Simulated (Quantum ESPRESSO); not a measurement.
# Ti4FO6N: convergence and cost over cutoff and k mesh

Computed values, not a measurement. The program is pw.x of Quantum ESPRESSO 7.5 (plane-wave density functional theory). The cell is made up: 12 atoms on a rutile lattice, with randomly drawn elements, strain and displacements, not relaxed. PseudoDojo standard norm-conserving files (v0.5 for PBE, v0.4.1 for LDA and PBEsol) set the functional; there is no spin polarisation, spin-orbit coupling or dispersion term, and the masses in the input are unused placeholders.

Input of the run in row 4:

```
&control calculation='scf', pseudo_dir='./dojo.nc.sr.pbe.v0_5.standard.upf', outdir='./o', disk_io='medium', tprnfor=.true., tstress=.true. /
&system ibrav=0, nat=12, ntyp=4, nbnd=54, ecutwfc=84.00895049, nosym=.true., tot_charge=0,
 occupations='smearing', smearing='fd', degauss=0.0018374661
/
&electrons conv_thr=7.350e-09, electron_maxstep=60, /
ATOMIC_SPECIES
F 1.0 F.upf
N 1.0 N.upf
O 1.0 O.upf
Ti 1.0 Ti.upf
CELL_PARAMETERS angstrom
4.7417 0.0048 0.0237
0.0048 4.7342 0.0554
0.0303 0.0708 6.0107
ATOMIC_POSITIONS angstrom
Ti 0.0567 -0.1089 0.0282
Ti 2.3312 2.4292 1.5303
Ti -0.0138 0.1226 2.9174
Ti 2.5139 2.4233 4.4978
F 1.4229 1.4681 -0.054
O 3.3202 3.2586 -0.0263
O 3.9156 1.0111 1.3998
N 1.086 3.8664 1.4077
O 1.5773 1.5866 3.0905
O 3.2861 3.1665 3.0359
O 3.7926 1.0302 4.6112
O 1.0088 3.8483 4.5949
K_POINTS automatic
5 5 4 1 1 1
```

The same cell was run at these settings. Meshes are shifted by half a step, and differences are from the last row, which is itself not exact.

| cutoff (eV) | k mesh | k points solved | threshold (eV) | free energy less the last row's (eV) | pressure (GPa) | largest stress difference (GPa) | largest force difference (eV/Å) | iterations | wall time (s) | k-point pools | processor |
| --- | --- | --- | --- | --- | --- | --- | --- | --- | --- | --- | --- |
| 800 | 2 x 2 x 2 | 4 | 1e-04 | 1.584 | -16.96 | 14.05 | 0.075 | 16 | 133 | 1 | AMD EPYC, Zen 5 class |
| 1143 | 2 x 2 x 2 | 4 | 1e-07 | 0.008 | -3.17 | 0.35 | 0.049 | 22 | 30 | 4 | AMD EPYC, Zen 5 class |
| 691 | 5 x 5 x 4 | 50 | 1e-07 | 6.223 | -42.43 | 39.43 | 0.210 | 22 | 105 | 4 | AMD EPYC, Zen 5 class |
| 1143 | 5 x 5 x 4 | 50 | 1e-07 | 0.003 | -3.15 | 0.04 | 0.002 | 23 | 206 | 4 | AMD EPYC, Zen 5 class |
| 1437 | 7 x 7 x 6 | 147 | 1e-07 | 0.000 | -3.12 | 0.00 | 0.000 | 23 | 743 | 4 | AMD EPYC, Zen 5 class |

Each pool is one process. Wall times include start-up and a band step at six k points, which weighs most on the coarsest meshes. The runs were on shared virtual cores whose load varied, so times are rough.